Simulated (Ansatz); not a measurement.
CuRhO2:
```
CELL_PARAMETERS angstrom
      1.53562     0.88659     5.63830
     -1.53562     0.88659     5.63830
      0.00000    -1.77318     5.63830
ATOMIC_POSITIONS crystal
  Cu 0.00000 0.00000 0.00000
  Rh 0.50000 0.50000 0.50000
  O  0.89235 0.89235 0.89235
  O  0.10765 0.10765 0.10765
```

DFT-PBEsol in the program Ansatz with PAW potentials gives a gap of 0.66 eV without spin–orbit coupling, maximum on the S2–F line, 15 % of the way from S2, minimum off the standard path, at k = (0.091, 0.419, 0.419) in fractions of the reciprocal vectors.

Q: What happens when spin–orbit coupling is switched on?

A: The gap rises by 0.01 eV, to 0.67 eV; maximum on the S2–F line, 15 % of the way from S2, minimum off the standard path, at k = (0.091, 0.419, 0.419) in fractions of the reciprocal vectors.

Q: Give the electron effective mass with spin–orbit coupling.

A: 0.37, 0.56, 0.96 mₑ (principal values).

Q: Give the hole effective mass with spin–orbit coupling.

A: 1.2, 1.9, 5.9 mₑ (principal values).

Space group R-3m. The workflow started from a Materials Project entry (that database holds measured and hypothetical structures alike); the Crystallography Open Database files this formula in space group No. 166, but the cells were not matched. Its standing as an ambient phase is unchecked. Symmetry was held in the PBEsol relaxation; whether a distortion lowers the energy is not shown. No spin polarisation was allowed. No Hubbard U is applied.

Potentials: the later of the program's two PAW sets.
